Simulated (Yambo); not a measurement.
Absorption of Rb2Ni3S4 (space group Fmmm, No. 69) with and without the electron-hole interaction (Yambo, PBEsol bands; 4×4×4 mesh, 17 valence and 8 conduction bands, static screening with 122 bands and a 3 Ry block, scissor 0.91 eV, Tamm-Dancoff; field along x). Axes are Cartesian, with cell vectors (Å) (0.00, 4.97, 6.88), (2.93, 0.00, 6.88), (2.93, 4.97, 0.00).

| E (eV) | Im ε, BSE | Im ε, independent quasiparticles |
|---|---|---|
| 0.25 | 0.18 | 0.12 |
| 0.35 | 0.20 | 0.13 |
| 0.45 | 0.22 | 0.14 |
| 0.55 | 0.24 | 0.15 |
| 0.65 | 0.27 | 0.16 |
| 0.75 | 0.30 | 0.17 |
| 0.85 | 0.34 | 0.19 |
| 0.95 | 0.38 | 0.21 |
| 1.05 | 0.44 | 0.23 |
| 1.15 | 0.51 | 0.25 |
| 1.25 | 0.61 | 0.28 |
| 1.35 | 0.74 | 0.32 |
| 1.45 | 0.91 | 0.37 |
| 1.55 | 1.17 | 0.43 |
| 1.65 | 1.53 | 0.51 |
| 1.75 | 2.07 | 0.62 |
| 1.85 | 2.96 | 0.74 |
| 1.95 | 4.63 | 0.90 |
| 2.05 | 8.05 | 1.11 |
| 2.15 | 14.3 | 1.43 |
| 2.25 | 17.8 | 1.96 |
| 2.35 | 14.0 | 2.84 |
| 2.45 | 11.9 | 4.53 |
| 2.55 | 11.2 | 7.40 |
| 2.65 | 8.74 | 9.91 |
| 2.75 | 6.11 | 11.0 |
| 2.85 | 4.85 | 12.1 |
| 2.95 | 4.37 | 13.4 |
| 3.05 | 4.90 | 12.9 |
| 3.15 | 6.17 | 10.3 |
| 3.25 | 7.42 | 7.09 |
| 3.35 | 6.60 | 5.44 |
| 3.45 | 5.08 | 4.88 |
| 3.55 | 4.47 | 5.17 |
| 3.65 | 4.12 | 5.75 |
| 3.75 | 4.22 | 5.95 |
| 3.85 | 4.09 | 5.88 |
| 3.95 | 3.97 | 5.79 |
| 4.05 | 4.41 | 6.04 |
| 4.15 | 4.20 | 5.93 |
| 4.25 | 3.85 | 5.48 |
| 4.35 | 3.73 | 5.44 |
| 4.45 | 4.14 | 5.44 |
| 4.55 | 4.19 | 4.90 |
| 4.65 | 3.82 | 4.67 |
| 4.75 | 3.31 | 4.88 |
| 4.85 | 3.12 | 5.10 |
| 4.95 | 2.97 | 4.92 |
| 5.05 | 3.22 | 4.52 |
| 5.15 | 3.50 | 3.83 |
| 5.25 | 3.68 | 3.50 |
| 5.35 | 3.57 | 3.76 |
| 5.45 | 3.61 | 3.83 |
| 5.55 | 3.67 | 3.75 |

The scissor comes from a G0W0 run whose convergence isn't established. Broadening 0.15 eV. The band window holds all transitions up to 5.6 eV. Fine structure above the onset can come from the mesh.

The 3d shell has no Hubbard U; the runs are without spin polarisation, and magnetic order was not tried.

Geometry of the Materials Project entry, not relaxed at this level; primitive cell a = 8.486 Å, b = 7.478 Å, c = 5.769 Å, α = 78.51°, β = 59.72°, γ = 41.77°.

The structure is a Materials Project entry; no match was found in the copy of COD used, and its stability was not checked.
